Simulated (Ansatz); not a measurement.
## Al₂GaN₃: checking dH/dP = V

Level of theory: DFT r2SCAN, scalar-relativistic, plane waves, PAW in Ansatz. Run with 500 eV cutoff, 8×8×4 k-mesh, Gaussian smearing of 0.02 eV, no spin polarisation.

The relaxed crystal:

```yaml
crystal:
  lattice:
    - [5.73740, -1.56562, 0.00008]
    - [5.73740, 1.56562, 0.00008]
    - [-1.89533, 0.00000, 7.16702]
  atoms:
    - { symbol: Al, position: [0.94420, 0.94420, 0.38929] }
    - { symbol: Al, position: [0.88889, 0.88889, 0.77677] }
    - { symbol: Al, position: [0.22302, 0.22302, 0.44447] }
    - { symbol: Al, position: [0.55401, 0.55401, 0.11317] }
    - { symbol: Ga, position: [0.27717, 0.27717, 0.05762] }
    - { symbol: Ga, position: [0.60966, 0.60966, 0.72172] }
    - { symbol: N, position: [0.14754, 0.14754, 0.18504] }
    - { symbol: N, position: [0.48154, 0.48154, 0.85263] }
    - { symbol: N, position: [0.81833, 0.81833, 0.51506] }
    - { symbol: N, position: [0.76458, 0.76458, 0.90149] }
    - { symbol: N, position: [0.09522, 0.09522, 0.56428] }
    - { symbol: N, position: [0.43122, 0.43122, 0.24327] }
```

Cell and atoms were relaxed at each target pressure within the start's symmetry (Cm), at zero temperature; other phases can be more stable under pressure. H = E + PV with P the target; E is the free energy at the smearing used, whose derivative the pressure is, per atom and counted from zero pressure.

| P (GPa) | V (Å³/atom) | E − E0 (meV) | H − H0 (meV) |
| --- | --- | --- | --- |
| 0 | 10.730 | 0.0 | 0.0 |
| 2 | 10.628 | 0.6 | 133.3 |
| 5 | 10.484 | 3.8 | 331.0 |
| 10 | 10.264 | 14.0 | 654.7 |
| 20 | 9.882 | 49.4 | 1283.0 |

Q: Thermodynamics gives dH/dP = V along a relaxed path. Integrate V over P by the trapezoid rule and compare with the computed enthalpies.

A: With 1 eV/Å³ = 160.22 GPa, each step adds the mean volume times ΔP / 160.22:
| P (GPa) | ∫V dP (meV) | H − H0 (meV) | difference (meV) |
| --- | --- | --- | --- |
| 2 | 133.3 | 133.3 | 0.0 |
| 5 | 331.0 | 331.0 | 0.0 |
| 10 | 654.7 | 654.7 | 0.0 |
| 20 | 1283.4 | 1283.0 | 0.4 |

V(P) curves upward, so the trapezoid rule runs high; integrating a smooth curve through the same points (P as a polynomial of degree 4 in ln V) puts that excess at about 0.4 meV at 20 GPa, against the 0.4 meV found.

Q: At 20 GPa, how much of the enthalpy change is stored energy and how much is the PV term?

A: E rises by 49 meV/atom and PV is 20 × 9.882 / 160.22 = 1234 meV/atom, so PV makes 96 % of ΔH. So between rival structures at high pressure a small difference in volume can outweigh the difference in energy: 1 % of this volume is worth 12.3 meV/atom at this pressure.

Q: What bulk modulus do the lowest pressures give?

A: From the pressures that the runs reached, -1.99 GPa (10.836 Å³) and 2.01 GPa (10.628 Å³), B = −ΔP/Δln V = 4.00 / 0.0194 = 206 GPa, a mean over that range.

Q: The gap is 3.806 eV at -1.99 GPa and 3.963 eV at 2.01 GPa. What pressure coefficient and volume deformation potential follow?

A: dE_g/dP = 39.3 meV/GPa, and a_V = dE_g/d ln V = −B dE_g/dP = -8.11 eV. A gap that opens under pressure, with a_V of several eV below zero, is what an s-like antibonding conduction edge gives, since compression pushes it up. If the edges move to other points of the zone within the range, this is a mean of two slopes. Gaps are generalised Kohn–Sham gaps over the whole zone.